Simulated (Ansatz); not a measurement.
Values for one crystal, relaxed and computed with PBEsol (plane waves, PAW; program Ansatz); other levels are named.

* **Volume per atom**: 16.72 Å³
* **Electronic character**: metallic (no gap)
* **Mechanical stability**: stable (all eigenvalues of C positive)
* **Elastic constants (relaxed ions, GPa)**: C11 = 167, C12 = 104, C13 = 82.9, C33 = 198, C44 = 38.7
* **Debye temperature from the elastic constants**: 373 K
* **Pressure derivative B′**: 3.5
* **Density of states at the Fermi level**: 0.88 states/eV per atom (mean over ±0.08 eV)

Question: Which of these materials gives this?
A. Y, hcp (Mg type)
B. Tl, hcp (Mg type)
C. Ti, hcp (Mg type)
D. Tc, hcp (Mg type)

Answer: C, Ti, hcp (Mg type)

Space group P6_3/mmc (hcp (Mg type)). Symmetry was held in the PBEsol relaxation. The run is not spin-polarised. As this level gives no gap, shear constants depend on the k-mesh and smearing (Fermi–Dirac, 0.1 eV here). On the denser mesh and wider smearing of the elastic run this cell carries a stress of 0.3 GPa.

Potentials: the later of the program's two PAW sets.
